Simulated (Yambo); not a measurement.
Yambo input for SiC (zinc blende, space group F-43m, No. 216) under isotropic strain of -1.5 % on all lattice vectors (a = 3.035 Å, b = 3.035 Å, c = 3.035 Å, α = 60.00°, β = 60.00°, γ = 60.00°), on PBEsol (Quantum ESPRESSO, PseudoDojo norm-conserving, 82 Ry, scalar-relativistic) wavefunctions on a 16×16×16 mesh:

```
optics
chi
dipoles
tddft
FFTGvecs= 40 Ry
Chimod= "LRC"
LRC_alpha= -0.56
NGsBlkXd= 4 Ry
% QpntsRXd
 1 | 1 |
%
% BndsRnXd
 1 | 15 |
%
GrFnTpXd= "R"
% EnRngeXd
 0.0 | 20.0 | eV
%
% DmRngeXd
 0.2 | 0.2 | eV
%
CGrdSpXd= 50
ETStpsXd= 161
% LongDrXd
 1.0 | 0.0 | 0.0 |
%
% XfnQP_E
 1.207 | 1.0 | 1.0 |
%
```

First lines of the file o-*.eps_q1_inv_LRC_dyson:

```
Absorption @ Q(1):   1.00000000     0.00000000     0.00000000    [q->0 direction]
#
# [ X ] Hartree size     :  27
# [GEN] GF Energies     : Perdew, Burke & Ernzerhof SOL(X)+Perdew, Burke & Ernzerhof SOL(C)+ user defined corrections @E
# [GEN] Green`s Function     : Retarded
#
# [GEN] Gauge     : Length
# [GEN] [r,Vnl] included     : yes
#
#    E[1] [eV]     Im(eps)     Re(eps)     Im(eps_o)     Re(eps_o)
#
     0.000000     -0.29531E-14     7.384597     0.30178E-17     6.351625
     0.125000     0.005225     7.386224     0.003533     6.352726
     0.250000     0.010469     7.391113     0.007077     6.356032
     0.375000     0.015750     7.399279     0.010640     6.361554
     0.500000     0.021086     7.410752     0.014235     6.369306
     0.625000     0.026498     7.425572     0.017872     6.379312
     0.750000     0.032005     7.443792     0.021561     6.391601
     0.875000     0.037629     7.465478     0.025315     6.406208
     1.000000     0.043391     7.490709     0.029145     6.423179
     1.125000     0.049316     7.519577     0.033064     6.442563
     1.250000     0.055429     7.552192     0.037085     6.464420
     1.375000     0.061758     7.588679     0.041224     6.488819
     1.500000     0.068331     7.629178     0.045495     6.515836
     1.625000     0.075183     7.673853     0.049916     6.545559
     1.750000     0.082349     7.722887     0.054504     6.578086
     1.875000     0.089868     7.776484     0.059280     6.613527
     2.000000     0.097785     7.834878     0.064265     6.652005
     2.125000     0.106150     7.898330     0.069484     6.693657
     2.250000     0.115019     7.967132     0.074965     6.738635
     2.375000     0.124456     8.041614     0.080737     6.787112
     2.500000     0.134532     8.122149     0.086834     6.839276
     2.625000     0.145331     8.209156     0.093296     6.895341
     2.750000     0.156947     8.303106     0.100164     6.955544
     2.875000     0.169493     8.404537     0.107490     7.020152
     3.000000     0.183097     8.514058     0.115331     7.089463
     3.125000     0.197911     8.632362     0.123752     7.163814
     3.250000     0.214115     8.760244     0.132832     7.243585
     3.375000     0.231923     8.898616     0.142660     7.329207
     3.500000     0.251594     9.048534     0.153344     7.421170
     3.625000     0.273441     9.211222     0.165012     7.520036
     3.750000     0.297848     9.388112     0.177817     7.626449
     3.875000     0.325290     9.580891     0.191946     7.741157
     4.000000     0.356367     9.791559     0.207630     7.865030
```
(The file goes on to the top of the energy range.) Convergence of the RPA response with its 16×16×16 mesh was not tested. The scissor comes from a G0W0 run whose convergence isn't established.

Geometry strained from the cell relaxed with PBEsol, atoms relaxed again.
